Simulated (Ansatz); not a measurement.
**K2MgH4: the gap from level to level**

A database entry relaxed whole under r2SCAN at zero pressure (I4/mmm, No. 139):

```
K Mg H
1.0
    -2.00539    2.00539    6.76727
     2.00539   -2.00539    6.76727
     2.00539    2.00539   -6.76727
K Mg H
2 1 4
Direct
  0.35594 0.35594 0.00000
  0.64406 0.64406 0.00000
  0.00000 0.00000 0.00000
  0.14787 0.14787 0.00000
  0.85213 0.85213 0.00000
  0.50000 0.00000 0.50000
  0.00000 0.50000 0.50000
```

Its volume is 15.55 Å³ an atom, -1.7 % against the entry's 15.82, a cell as deposited in COD (2001).

Single points on this cell with plane-wave PAW DFT (Ansatz 0.2.0; r2SCAN 500 eV, hybrids 420 eV; fermi-dirac occupations of width 0.020 eV; no moments): r2SCAN on a 8×8×8 Γ-centred mesh; HSE06 on a 4×4×4 Γ-centred mesh; PBE0 on a 4×4×4 Γ-centred mesh.

Question: How do gap, pressure and charges move from level to level?

Answer: The runs give:

| level | gap (eV), or kind | pressure (GPa) | Bader charge of K (e) | Bader charge of Mg (e) | Bader charge of H (e) |
| --- | --- | --- | --- | --- | --- |
| r2SCAN | 4.04 | 0.0 | +0.79 | +1.65 | -0.81 |
| HSE06 | 4.56 | 0.2 | +0.78 | +1.63 | -0.80 |
| PBE0 | 5.28 | 0.2 | +0.78 | +1.63 | -0.80 |

Under r2SCAN the gap is 4.04 eV, over mesh and band path. HSE06 moves it by +0.52 eV and PBE0 by +1.24 eV; PBE0 keeps its exact exchange at long range, which widens the gap over HSE06's by 0.72 eV on their common mesh.

Caveats: the relaxation kept the start's symmetry; HSE06 is read on its mesh and at the zone's corners, PBE0 on its mesh alone; hybrid pressures are good to a few tenths of a GPa; pressure is positive in compression.
